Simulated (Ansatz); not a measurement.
HfSiO$_{4}$:
```
CELL_PARAMETERS angstrom
     -3.29103     3.29103     2.98562
      3.29103    -3.29103     2.98562
      3.29103     3.29103    -2.98562
ATOMIC_POSITIONS crystal
  O  0.13525 0.31988 0.81537
  O  0.61475 0.93012 0.68463
  O  0.24549 0.93012 0.31537
  O  0.50451 0.31988 0.18463
  O  0.68012 0.86475 0.18463
  O  0.06988 0.75451 0.68463
  O  0.06988 0.38525 0.31537
  O  0.68012 0.49549 0.81537
  Si 0.50000 0.50000 0.00000
  Si 0.25000 0.75000 0.50000
  Hf 0.75000 0.25000 0.50000
  Hf 0.00000 0.00000 0.00000
```

r²SCAN in the plane-wave PAW code Ansatz gives a gap of 6.00 eV without spin–orbit coupling, maximum at Γ, minimum off the standard path, at k = (0.188, 0.302, 0.250).

What happens when spin–orbit coupling is switched on?

The gap falls by 0.01 eV, to 5.99 eV; maximum at Γ, minimum off the standard path, at k = (0.177, 0.281, 0.271).

Give the electron effective mass with spin–orbit coupling.

1.4, 7.2, 30 mₑ (principal values).

Give the hole effective mass with spin–orbit coupling.

1.6 along x (mₑ).

Space group I4_1/amd. The r²SCAN relaxation kept the symmetry of its start. The run is not spin-polarised.

Potentials: the later of the program's two PAW sets.
